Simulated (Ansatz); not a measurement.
Values for one crystal, relaxed and computed with DFT-PBE in the program Ansatz with PAW potentials; other levels are named.

```yaml
volume_per_atom: 10.67 Å³
band_gap: 3.31 eV (indirect)
conduction_band_minimum: at X (3 equivalent valleys)
Formation energy from the elements (no fitted shifts): -1.34 eV/atom
Hole effective mass, band 3 of 3 at the edge: 0.31 along [100], 0.25 along [110], 0.24 along [111] (mₑ)
smallest_direct_gap_on_the_standard_path: 3.98 eV
valence_band_maximum: at Γ
```

**Question.** Which compound is it?
A. ZnSe, zinc blende
B. BP, zinc blende
C. AlN, zinc blende
D. Si3N4, Fd-3m (Si on 16c, Si on 8b, N on 32e)

**Answer.** C, AlN, zinc blende

Space group F-43m (zinc blende). The cell was relaxed with PBE under the symmetry of its start. The references are the lowest solids computed at this level, not always the standard phases (solids in place of the gases).

Potentials: the earlier of the program's two PAW sets.
